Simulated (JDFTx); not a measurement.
# Double layer at TiSi2(110)

```json
{
 "surface": "TiSi2(110), Si outermost, slab composition Ti4Si10",
 "bulk": "TiSi2, Cmcm, lattice of mp-1077503 (not re-optimised)",
 "slab": "14 atoms in 14 planes, 1x1, 7.4 Å between the outermost planes",
 "in-plane cell": "3.565 × 6.986 Å, 24.91 Å²",
 "cell_height": "23.2 Å",
 "sampling": "6×4×1 k mesh, Fermi smearing 0.01 Ha, no spin polarisation"
}
```

Whether this polymorph is the ambient one wasn't checked. Neither spin polarisation nor a larger cell was tried.

Level of theory: PBE, GBRV ultrasoft potentials, plane waves to 20/100 Ha; code: a modified build of JDFTx. Outer atoms relaxed in vacuum, keeping the start's symmetry. The same nuclei were then put into each liquid, at zero charge and at set potentials or charges. Ideal, unreconstructed faces without any overlayer. U vs SHE = −μ/e − 4.44 V throughout (conventional absolute potential of the hydrogen electrode).

In vacuum the work function is 4.97 eV, which would put the uncharged electrode at 0.53 V vs SHE if the liquid did nothing. Each liquid moves the Fermi level of the neutral slab, now counted from the bulk liquid: linear PCM (GLSSA13), water, 1 M NaCl by 0.26 eV, to a potential of zero charge of 0.27 V; SCCS (g09 parameters), water, 1 M NaCl by 0.13 eV, to a potential of zero charge of 0.40 V; soft-sphere model, water, 1 M NaCl by 0.64 eV, to a potential of zero charge of -0.10 V. The models of water differ by 0.51 V among themselves.

Charging:

```tsv
liquid	U − U_pzc (V)	σ (μC/cm²)	σ/(U − U_pzc) (μF/cm²)	Δγ (mJ/m²)
linear PCM (GLSSA13), water	-1.18	-15.0	13	-92
linear PCM (GLSSA13), water	-0.92	-12.0	13	-57
linear PCM (GLSSA13), water	-0.72	-9.6	13	-36
linear PCM (GLSSA13), water	-0.52	-7.1	13	-19
linear PCM (GLSSA13), water	-0.17	-2.4	14	-2
linear PCM (GLSSA13), water	0.68	10.6	16	-35
SCCS (g09 parameters), water	-0.40	-4.0	10	-8
SCCS (g09 parameters), water	-0.20	-2.0	10	-2
soft-sphere model, water	-0.60	-12.7	21	-37
soft-sphere model, water	0.30	6.1	20	-9
```

The mean capacitance runs from 10 to 21 μF/cm². Δγ, the grand free energy per area against the neutral surface, is negative throughout, since charging at a held potential lowers it. The cavity function reaches one half at 2.1 Å (linear PCM (GLSSA13), water), 2.3 Å (SCCS (g09 parameters), water), 1.7 Å (soft-sphere model, water) above the top atoms; the models define their cavities differently. No specific adsorption of ions or solvent is in these numbers.
